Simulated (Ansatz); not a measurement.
Volume from LDA minus that from PBEsol (% of the latter), each on its own relaxed cell (Ansatz, an electronic-structure program, plane waves, PAW; no spin–orbit coupling, no Hubbard U), by class (classes overlap):

```
class                                  phases  mean  median  mean absolute  10th percentile  90th percentile  share above zero (%)
-------------------------------------  ------  ----  ------  -------------  ---------------  ---------------  --------------------
elements                                   20  -4.8    -4.2            4.8             -7.3             -2.2                     0
intermetallics                            100  -2.8    -2.8            2.8             -3.8             -2.0                     0
oxides of main-group metals                19  -3.6    -3.7            3.6             -4.4             -2.6                     0
transition-metal oxides                    28  -2.9    -2.6            2.9             -4.2             -2.2                     0
rare-earth compounds                       15  -2.7    -2.5            2.7             -3.5             -2.0                     0
halides                                    40  -6.0    -6.0            6.0             -7.8             -4.6                     0
sulfides, selenides and tellurides         57  -3.4    -3.3            3.4             -4.9             -2.4                     0
nitrides                                   27  -2.5    -2.4            2.5             -3.5             -1.9                     0
phosphides, arsenides and antimonides      28  -2.6    -2.6            2.6             -3.2             -1.9                     0
carbides, borides and silicides            37  -2.2    -2.2            2.2             -2.9             -1.6                     0
crystals with elements from indium on     172  -3.1    -2.8            3.1             -4.7             -2.0                     0
all crystals                              369  -3.4    -3.0            3.4             -5.7             -2.0                     0
```

Some cases that may be named, with their rank among the 369 from the lowest: Cs, fcc (Cu type) -10.5 % (rank 1); Na, hcp (Mg type) -8.2 % (rank 2); InGaAs2, P-4m2 (In on 1d, Ga on 1b, As on 2g) -3.0 % (rank 184); InGaAs2, R3m (In on 3a, Ga on 3a, As on 3a, As on 3a) -3.0 % (rank 185); P2W, Cmc2_1 (P on 4a, P on 4a, W on 4a) -1.5 % (rank 367); MoP2, Cmc2_1 (Mo on 4a, P on 4a, P on 4a) -1.4 % (rank 369).

The phases are those computed here (of each formula those with measured values and the lowest at some level), not a balanced benchmark, and neither functional is the truth. Pairs that end in unlike spin orders or unlike minima (c/a over 6 % apart, 30 % for weakly bound crystals), magnets with 4f shells, solids of gases and phases set aside for tests are left out.

1 of the phases carry moments, in the orders computed and without U. 2 hold 4f electrons in the valence, where a lower state may exist. 4 are weakly bound layers, chains or molecules.

Not the usual ambient phase: Cs, fcc (Cu type); Na, hcp (Mg type). Standing as an ambient phase not checked: InGaAs2, R3m (In on 3a, Ga on 3a, As on 3a, As on 3a); InGaAs2, P-4m2 (In on 1d, Ga on 1b, As on 2g); P2W, Cmc2_1 (P on 4a, P on 4a, W on 4a); MoP2, Cmc2_1 (Mo on 4a, P on 4a, P on 4a). Perhaps ordered models of mixed-site phases: InGaAs2, R3m (In on 3a, Ga on 3a, As on 3a, As on 3a); InGaAs2, P-4m2 (In on 1d, Ga on 1b, As on 2g). All cells were relaxed under the symmetry of their starts (and spin orders); stability against distortions was not tested throughout. Named crystals with no word on spin ran without spin polarisation. Scalar-relativistic: spin–orbit coupling is off unless named, which matters more the heavier the elements.

Potentials: the later of the program's two PAW sets.

Ansatz is a plane-wave DFT program.
